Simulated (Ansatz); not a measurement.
GaBiN$_{2}$:
```yaml
crystal:
  lattice:
    - [3.32669, 0.00000, 0.00000]
    - [-1.66335, 2.88100, 0.00000]
    - [0.00000, 0.00000, 6.54843]
  atoms:
    - { symbol: Bi, position: [0.33333, 0.66667, 0.99588] }
    - { symbol: N, position: [0.33333, 0.66667, 0.44844] }
    - { symbol: Ga, position: [0.66667, 0.33333, 0.50631] }
    - { symbol: N, position: [0.66667, 0.33333, 0.81936] }
```

Relaxed with PBEsol.

Task: Which orbitals make up the states near the Fermi level in the program Ansatz at the PBEsol level (PAW)?

Result: Within 0.5 eV of the Fermi level: N 2p 72 %, Bi 6p 13 %. Projections are on Löwdin-orthogonalised atomic valence shells; empty p or d shells of many metals are not among them.

Task: Tabulate the density of states.

Result: States/eV per cell of 4 atoms, in 0.25 eV bins, energy from the Fermi level.

| E (eV) | total | N 2p | Bi 6p | Ga 4p |
|---|---|---|---|---|
| -7.85 | 0.00 | 0.00 | 0.00 | 0.00 |
| -7.60 | 0.00 | 0.00 | 0.00 | 0.00 |
| -7.35 | 0.00 | 0.00 | 0.00 | 0.00 |
| -7.10 | 0.00 | 0.00 | 0.00 | 0.00 |
| -6.85 | 0.55 | 0.28 | 0.08 | 0.02 |
| -6.60 | 1.54 | 0.82 | 0.18 | 0.05 |
| -6.35 | 1.36 | 0.74 | 0.16 | 0.04 |
| -6.10 | 1.06 | 0.56 | 0.23 | 0.04 |
| -5.85 | 1.12 | 0.59 | 0.30 | 0.05 |
| -5.60 | 1.49 | 0.76 | 0.41 | 0.11 |
| -5.35 | 1.61 | 0.83 | 0.41 | 0.13 |
| -5.10 | 1.52 | 0.80 | 0.34 | 0.12 |
| -4.85 | 1.44 | 0.78 | 0.27 | 0.12 |
| -4.60 | 1.59 | 0.90 | 0.26 | 0.16 |
| -4.35 | 1.75 | 1.01 | 0.34 | 0.15 |
| -4.10 | 2.29 | 1.39 | 0.44 | 0.21 |
| -3.85 | 2.09 | 1.34 | 0.41 | 0.16 |
| -3.60 | 2.15 | 1.46 | 0.37 | 0.18 |
| -3.35 | 1.80 | 1.21 | 0.30 | 0.18 |
| -3.10 | 3.04 | 1.97 | 0.57 | 0.28 |
| -2.85 | 3.36 | 2.20 | 0.65 | 0.26 |
| -2.60 | 2.78 | 1.94 | 0.41 | 0.25 |
| -2.35 | 2.15 | 1.61 | 0.19 | 0.24 |
| -2.10 | 1.70 | 1.28 | 0.10 | 0.23 |
| -1.85 | 1.19 | 0.92 | 0.05 | 0.15 |
| -1.60 | 0.94 | 0.75 | 0.03 | 0.11 |
| -1.35 | 0.74 | 0.61 | 0.02 | 0.07 |
| -1.10 | 1.87 | 1.40 | 0.14 | 0.13 |
| -0.85 | 3.26 | 2.51 | 0.22 | 0.16 |
| -0.60 | 1.89 | 1.48 | 0.11 | 0.06 |
| -0.35 | 1.12 | 0.93 | 0.05 | 0.02 |
| -0.10 | 0.63 | 0.51 | 0.03 | 0.01 |
| 0.15 | 0.28 | 0.14 | 0.09 | 0.01 |
| 0.40 | 0.51 | 0.24 | 0.18 | 0.02 |
| 0.65 | 1.35 | 0.65 | 0.49 | 0.03 |
| 0.90 | 1.94 | 0.89 | 0.75 | 0.04 |
| 1.15 | 1.02 | 0.41 | 0.42 | 0.02 |
| 1.40 | 0.78 | 0.27 | 0.35 | 0.02 |
| 1.65 | 0.78 | 0.23 | 0.36 | 0.03 |
| 1.90 | 0.93 | 0.26 | 0.43 | 0.04 |
| 2.15 | 0.81 | 0.23 | 0.36 | 0.04 |
| 2.40 | 0.38 | 0.09 | 0.20 | 0.03 |
| 2.65 | 0.44 | 0.11 | 0.23 | 0.03 |
| 2.90 | 0.80 | 0.16 | 0.39 | 0.05 |
| 3.15 | 1.59 | 0.30 | 0.68 | 0.16 |
| 3.40 | 2.79 | 0.55 | 1.14 | 0.29 |
| 3.65 | 1.41 | 0.33 | 0.54 | 0.15 |
| 3.90 | 0.29 | 0.07 | 0.12 | 0.02 |
| 4.15 | 1.37 | 0.25 | 0.65 | 0.10 |
| 4.40 | 2.73 | 0.51 | 1.34 | 0.24 |
| 4.65 | 1.99 | 0.38 | 0.95 | 0.21 |

Space group P3m1. The start of the workflow was typed in or built on a structure type; neither database checked (COD, Materials Project) lists it. Whether it is the stable phase at ambient conditions was not checked. The PBEsol relaxation kept the symmetry of its start; its stability against distortions is not shown here. The volume moved by 23 % from the start of the relaxation. Its formation energy is positive at this level, so the cell may be metastable or incomplete. Spin–orbit coupling is left out wherever it is not named.

Potentials: the earlier of the program's two PAW sets. The files were generated under PBE; for other functionals the program regenerates the frozen cores, and for LDA and PBEsol the local potential too.
